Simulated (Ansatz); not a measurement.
# YbSe2 (fluorite structure)

Level of theory: DFT, PBE, scalar-relativistic, collinear spin; plane waves to 420 eV with PAW datasets (Ansatz 0.2.0), 10×10×10 k-mesh, Gaussian smearing of 0.05 eV. The datasets are Ansatz's generated set soft_2.

```cif
data_structure
_symmetry_space_group_name_H-M 'P 1'
_symmetry_Int_Tables_number 1
_cell_length_a 4.8205
_cell_length_b 4.8205
_cell_length_c 4.8205
_cell_angle_alpha 60.000
_cell_angle_beta 60.000
_cell_angle_gamma 60.000
_cell_volume 79.21
loop_
_atom_site_label
_atom_site_type_symbol
_atom_site_fract_x
_atom_site_fract_y
_atom_site_fract_z
_atom_site_occupancy
Yb1 Yb 0.00000 0.00000 0.00000 1
Se1 Se 0.25000 0.25000 0.25000 1
Se2 Se 0.75000 0.75000 0.75000 1
```

The structure was built from a prototype; whether the compound forms in it isn't claimed.

Magnetic state: non-magnetic, site spin moments none.

The cell above was scaled in volume, its shape and atoms being fixed by the lattice's symmetry. Energies are counted from the cell above.

```
V (Å³/atom)  ΔE (meV/atom)  P from the stress (GPa)
     24.950          13.84                     3.23
     25.346           7.11                     2.25
     25.874           1.70                     1.07
     26.402           0.00                     0.00
     26.930           1.63                    -0.96
     27.458           6.24                    -1.82
     28.250          18.11                    -2.95
     29.042          35.13                    -3.91
```

Question: Do the energies and the pressures agree? Compare −ΔE/ΔV between neighbouring points (1 meV/Å³ = 0.1602 GPa) with the mean of their pressures.

Answer: 
```
interval (Å³/atom)  −ΔE/ΔV (GPa)  mean P (GPa)
    24.95 to 25.35           2.7           2.7
    25.35 to 25.87           1.6           1.7
    25.87 to 26.40           0.5           0.5
    26.40 to 26.93          -0.5          -0.5
    26.93 to 27.46          -1.4          -1.4
    27.46 to 28.25          -2.4          -2.4
    28.25 to 29.04          -3.4          -3.4
```
They differ by 0.02 GPa at most.

Question: What do the two routes give for V0, B0 and B0′?

Answer: A third-order Birch–Murnaghan fit of the energies: V0 = 26.40 Å³/atom, B0 = 50 GPa, B0′ = 4.4. A polynomial of P in ln V, with B = −dP/d ln V at P = 0: V0 = 26.40 Å³/atom, B0 = 51 GPa, B0′ = 4.4.

B0·V0 = 50.4 GPa × 26.40 Å³ = 8.31 eV/atom sets the scale: near the minimum ΔE ≈ ½ B0 V0 x², with x = V/V0 − 1, and a pressure of 0.5 GPa squeezes the volume by about 1 %. At the ends of the curve: x = −5.5 % predicts 12.5 meV/atom and the run gives 13.8; x = +10.0 % predicts 41.7 meV/atom and the run gives 35.1. The lopsidedness is anharmonic: atoms resist being pushed together more than being pulled apart.

Without a U the 4f levels of Yb lie too near the Fermi level, so their share of the states there, and what hangs on it, is overstated. For elements this heavy, spin–orbit coupling would shift levels and gaps; it isn't included here. A displaced or strained copy of the relaxed cell lay 2.3 meV/atom lower, so the structure isn't a true minimum at this level, unless the mesh, which matters in a metal, makes it so.
